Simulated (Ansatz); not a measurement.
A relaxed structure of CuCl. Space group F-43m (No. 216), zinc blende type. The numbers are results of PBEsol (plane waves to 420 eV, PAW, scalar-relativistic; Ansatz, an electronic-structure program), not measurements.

```xyz
2
Lattice="0.0000 2.6449 2.6449 2.6449 0.0000 2.6449 2.6449 2.6449 0.0000" Properties=species:S:1:pos:R:3 pbc="T T T"
Cl     1.3224     1.3224     1.3224
Cu     0.0000     0.0000     0.0000
```

Q: Give the band gap at the level PBEsol.

A: 0.55 eV, direct at Γ (no spin-orbit coupling).

No spin polarisation in the result.

Measured for CuCl: a 5.4093 Å (0 K or low temperature; as listed in arXiv:1206.3780); gap 3.39 eV (0 K or low temperature; as listed in arXiv:1206.3780). Computed minus measured — a: PBEsol -2.2 %; gap: PBEsol -2.84 eV. The computed values are for a static lattice, and a measured gap can be an optical one, lowered by exciton binding.

The run could not lose the symmetry of its start; a randomly shaken copy of 2 atoms returns to this structure.

All atoms sit on sites fixed by symmetry, so only the cell could relax.
